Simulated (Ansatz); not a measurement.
Input:

N:
```cif
data_N8
_chemical_formula_sum 'N8'
_space_group_name_H-M_alt 'Pa-3'
_space_group_IT_number 205
_space_group_name_Hall '-P 2ac 2ab 3'
_cell_length_a 5.66738
_cell_length_b 5.66738
_cell_length_c 5.66738
_cell_angle_alpha 90.000
_cell_angle_beta 90.000
_cell_angle_gamma 90.000
loop_
_atom_site_label
_atom_site_type_symbol
_atom_site_symmetry_multiplicity
_atom_site_Wyckoff_symbol
_atom_site_fract_x
_atom_site_fract_y
_atom_site_fract_z
_atom_site_occupancy
N1 N 8 c 0.05611 0.05611 0.05611 1
```

This is the PBE+D3(BJ)-relaxed structure.

Q: All from PBE+D3(BJ) (plane waves, PAW; program Ansatz), unless another level is named. Give the band gap.

A: 7.41 eV (smallest direct gap 7.43 eV).

Q: And the valence-band maximum?

A: at X.

Q: And the conduction-band minimum?

A: at Γ.

The cell was relaxed with PBE+D3(BJ) under the symmetry of its start. The substance is a gas or liquid at ambient conditions; this is its low-temperature solid.

Potentials: the later of the program's two PAW sets.
